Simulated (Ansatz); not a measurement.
## CoC4N6: field gradients against cell size

Reference cell: an entry of the Crystallography Open Database (COD), its atoms then relaxed with PBE in this cell.

Space group Pnnm (No. 58); a = 5.9748, b = 7.0433, c = 7.4039 Å.

```csv
site,Wyckoff,site symmetry,x,y,z
Co,2a,..2/m,0.0000,0.0000,0.0000
C,8h,1,0.2480,0.8401,0.6534
N11,8h,1,0.1972,0.8956,0.7967
N19,4g,..m,0.1854,0.2665,0.0000
```

One atom of each set is listed.

Computed with Ansatz: DFT, PBE, plane waves and PAW, scalar-relativistic, collinear spin, 420 eV cutoff, Γ-centred 5×4×4 k-points, Fermi–Dirac smearing 0.02 eV. Start moments as typed (μB): 3 on each Co, none on the rest.

The cell is scaled uniformly, and the ions keep their fractional positions.

Q: How do the gradients (10²¹ V/m²) respond?

A: 

| V/V₀ | Co V_zz (η) | C V_zz (η) | N11 V_zz (η) | N19 V_zz (η) |
| --- | --- | --- | --- | --- |
| 0.96 | -14.02 (0.99) | -2.00 (0.05) | -3.09 (0.90) | 7.28 (0.69) |
| 0.99 | 13.59 (1.00) | -1.94 (0.05) | -2.85 (1.00) | 7.49 (0.70) |
| 1.00 | 13.46 (0.99) | -1.92 (0.05) | 2.82 (0.97) | 7.56 (0.71) |

Logarithmic slopes d ln|V_zz|/d ln V over the series, for the sites that change steadily: C -1.0, N19 0.9. Point charges on a uniformly scaled lattice would give −1; charge that moves in the bonds makes the difference.

The atoms aren't relaxed in the scaled cells (forces up to 1.6 eV/Å): every bond scales with the cell, where a real crystal would keep its stiff bonds nearly fixed.

With these PAW files V_zz is typically within 2 to 3 % of all-electron values, but misses above 10 % occur on Co. With a gap of 0.2 eV on this mesh, the gradients can still move by some per cent as the k-mesh gets denser. All moments are parallel here, as the start or the cell imposes; many such compounds order antiparallel, where fields and spin densities carried over to other atoms largely cancel. The magnetic order is the one that the run reached from its start moments, not necessarily the measured one. On some sites the largest principal value moves to another axis along the series, and the sign of V_zz can flip with it.
